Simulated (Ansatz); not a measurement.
Given:

Se:
```yaml
crystal:
  lattice:
    - [2.80058, 0.00000, 0.00000]
    - [0.00000, 2.80058, 0.00000]
    - [0.00000, 0.00000, 2.80058]
  atoms:
    - { symbol: Se, position: [0.50000, 0.50000, 0.50000] }
```

This is the r²SCAN+D4-relaxed structure.

Question: All from r²SCAN+D4 (plane waves, PAW; program Ansatz), unless another level is named. Estimate the electronic character.

Answer: metallic (no gap).

Question: What about the density of states at the Fermi level?

Answer: 0.48 states/eV per atom (mean over ±0.08 eV).

Question: And the gap with spin–orbit coupling?

Answer: none (metallic).

Space group Pm-3m. The start of the workflow was typed in or built on a structure type; the Crystallography Open Database copy checked does not list it. It is not the phase usual at ambient conditions (space group No. 152). Symmetry was held in the r²SCAN+D4 relaxation; whether a distortion lowers the energy is not shown. The volume moved by -20 % from the start of the relaxation. Scalar-relativistic: spin–orbit coupling is off unless named, which matters more the heavier the elements.

Potentials: the earlier of the program's two PAW sets.
